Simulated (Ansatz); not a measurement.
MgPd (CsCl type)

```yaml
crystal:
  lattice:
    - [6.20765, 0.00000, 0.00000]
    - [3.10383, 3.10383, 0.00000]
    - [0.00000, 0.00000, 3.10383]
  atoms:
    - { symbol: Mg, position: [0.00000, 0.00000, 0.00000] }
    - { symbol: Mg, position: [0.50000, 0.00000, 0.00000] }
    - { symbol: Pd, position: [0.00000, 0.50000, 0.50000] }
    - { symbol: Pd, position: [0.50000, 0.50000, 0.50000] }
```

A phonon eigenvector at M = (0.5, 0.5, 0.0) is frozen into this cell: atom i moves by Q times the vector below, so Q is the largest atomic displacement, in Å. The cell is held. (q is in reciprocal vectors of the primitive cell; the cell shown is doubled to hold the pattern.)

```json
[
 {"atom": "Pd3", "x": "0.000", "y": "0.000", "z": "-1.000"},
 {"atom": "Pd4", "x": "0.000", "y": "0.000", "z": "1.000"}
]
```

Atoms not listed stay in place.

The numbers are results of LDA (plane waves to 420 eV, PAW, scalar-relativistic; Ansatz, a first-principles code), not measurements. k mesh 15×15×15 (Γ-centred), Fermi-Dirac smearing 0.05 eV. E stands for the smeared free energy. Stress and pressure are positive under compression. With partly filled bands, energies and forces of such displacements shift with the k mesh and the smearing. MgPd is run without spin polarisation. MgPd was relaxed with its symmetry unable to fall. The zero of ΔE is the undisplaced structure.

| Q (Å) | ΔE (meV/cell) | P (GPa) | −dE/dQ from forces (eV/Å) |
|---|---|---|---|
| -0.280 | (withheld) | 2.9 | 3.175 |
| -0.233 | 326 | 2.0 | 2.715 |
| -0.187 | 211 | 1.3 | 2.219 |
| -0.140 | (withheld) | 0.7 | 1.690 |
| -0.093 | 53 | 0.3 | 1.138 |
| -0.047 | 13 | 0.0 | 0.572 |
| 0.000 | 0 | -0.1 | 0.000 |
| 0.047 | 13 | 0.0 | -0.572 |
| 0.093 | 53 | 0.3 | -1.138 |
| 0.140 | (withheld) | 0.7 | -1.690 |
| 0.187 | 211 | 1.3 | -2.219 |
| 0.233 | 326 | 2.0 | -2.715 |
| 0.280 | (withheld) | 2.9 | -3.175 |

Q: Complete the blanks.

A: 
- -0.280, ΔE (meV/cell): 463
- -0.140, ΔE (meV/cell): 119
- 0.140, ΔE (meV/cell): 119
- 0.280, ΔE (meV/cell): 463

(A displaced cell: forces are minus the slopes of the energy, force constants its curvatures, and phonons follow from these.)
